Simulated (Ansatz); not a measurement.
TiO$_{2}$:
```cif
data_O4Ti2
_chemical_formula_sum 'Ti2 O4'
_space_group_name_H-M_alt 'P 1'
_space_group_IT_number 1
_cell_length_a 4.54792
_cell_length_b 4.54792
_cell_length_c 2.91732
_cell_angle_alpha 90.000
_cell_angle_beta 90.000
_cell_angle_gamma 90.000
loop_
_space_group_symop_operation_xyz
  'x, y, z'
loop_
_atom_site_label
_atom_site_type_symbol
_atom_site_fract_x
_atom_site_fract_y
_atom_site_fract_z
_atom_site_occupancy
Ti1 Ti 0.50000 0.50000 0.00000 1
Ti2 Ti 0.00000 0.00000 0.50000 1
O1 O 0.69604 0.69604 0.50000 1
O2 O 0.30396 0.30396 0.50000 1
O3 O 0.80396 0.19604 0.00000 1
O4 O 0.19604 0.80396 0.00000 1
```

Relaxed with LDA.

Give the optical modes at the zone centre with their infrared and Raman activity from DFPT, DFT-LDA in the program Ansatz with PAW potentials.

Transverse frequencies, without the LO–TO term; a row sums one degenerate level.

```
ω (cm⁻¹)  degeneracy  IR ((D/Å)²/amu)  Raman (Å⁴/amu)  activity  symmetry
--------  ----------  ---------------  --------------  --------  --------
94                 1             0.00               0    silent       B1u
117                1           140.56               0        IR       A2u
127                2           175.46               0        IR        Eu
137                1             0.00            0.25     Raman       B1g
381                2            15.21               0        IR        Eu
390                1             0.00               0    silent       B1u
420                1             0.00               0    silent       A2g
463                2             0.00             580     Raman        Eg
486                2            40.69               0        IR        Eu
609                1             0.00            1500     Raman       A1g
817                1             0.00             3.1     Raman       B2g
```

How high does the top mode go among those that the LO–TO term moves?

792 cm⁻¹ for q along x, 792 cm⁻¹ for q along y, 759 cm⁻¹ for q along z.

Space group P4_2/mnm (rutile). The cell was relaxed with LDA under the symmetry of its start; phonons on a q-mesh show weakly imaginary modes. No spin polarisation was allowed.

Potentials: the later of the program's two PAW sets.
